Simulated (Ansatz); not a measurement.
A geometry of Ru away from equilibrium: step 2 of the relaxation of a relaxed Ru cell, doubled along one cell vector, shaken by Gaussian noise of σ = 0.08 Å a coordinate. Method: r2SCAN (plane waves to 500 eV, PAW, scalar-relativistic; Ansatz, a first-principles code). Γ-centred k-mesh 8×15×15 on the run's cell (coarser than for final values), Fermi–Dirac smearing 0.05 eV.

```yaml
crystal:
  lattice:
    - [-3.00068, 3.02409, 3.02484]
    - [1.50170, -1.53430, 1.53603]
    - [1.49878, 1.53274, -1.53467]
  atoms:
    - { symbol: Ru, position: [0.01354, 0.92694, 0.08586] }
    - { symbol: Ru, position: [0.50766, 0.01020, 0.93987] }
```

### Question
Give the Cartesian forces on all atoms (eV/Å).

### Answer
| atom | Fx | Fy | Fz |
|---|---|---|---|
| Ru1 | -0.37 | 0.59 | -0.91 |
| Ru2 | 0.37 | -0.59 | 0.91 |

### Question
What is the pressure?

### Answer
-4.3 GPa, compression positive.

### Question
How far above the relaxed end point is this geometry?

### Answer
0.28 eV/atom; the path ends in P6₃/mmc (No. 194) (hcp (Mg type)).

No spin polarisation in the result.

The run could not lose the symmetry of its start.

Of the parent cell (Im-3m (No. 229)): it is a generated cell of Ru: the first start was made by placing the elements on the sites of a structure type, and the end was not matched to a known phase here, so it may be hypothetical. Known forms of Ru include space group No. 194.
